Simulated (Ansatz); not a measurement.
# Ionic part of the dielectric constant of In3BiO3, mode by mode

The calculation used DFT PBE, scalar-relativistic, plane waves, PAW (Ansatz). Settings: 420 eV plane-wave cutoff, Γ-centred 6×6×6 mesh, fixed occupations. No spin polarisation. Phonons by linear response, acoustic sum rule imposed.

Space group R3m (No. 160), trigonal, a = 8.013 Å, c = 7.801 Å. In is surrounded by 3 O at 2.16–2.17 Å and 1 Bi at 2.93 Å; around Bi lie 3 In at 2.93 Å and 3 O at 3.02 Å; O has 3 In at 2.16–2.17 Å and 1 Bi at 3.02 Å.

It was reached by relaxing an invented guess, and it needn't be the stable form of this composition. Spin–orbit coupling is left out, which matters for heavy elements.

The primitive cell has V = 144.59 Å³ and ε∞,xx = 12.354. Each polar mode adds Δε = (4.92064×10⁷/V)·S/ν² along x, with S its oscillator strength in e²/amu, ν in cm⁻¹ and V in Å³.

Question: From these modes, find each Δε and ε0,xx.
```tsv
ν (cm⁻¹)	S_xx (e²/amu)
69.59	0.01542
135.23	0.00688
141.99	0.1774
235.98	0.6198
386.83	0.2251
452.69	1.439
```

Answer:
```csv
ν (cm⁻¹),Δε
69.59,1.08
135.23,0.13
141.99,2.99
235.98,3.79
386.83,0.51
452.69,2.39
```

The sum is 10.89, so ε0,xx = 23.24; the run's tensor has 23.25.

Question: Where do the longitudinal modes lie for a wave vector along x?

Answer: At 71.17, 135.39, 151.63, 263.14, 391.94, 502.71 cm⁻¹. The Lyddane–Sachs–Teller product Π(ν_LO/ν_TO)² = 1.88 agrees with ε0/ε∞ = 1.88.
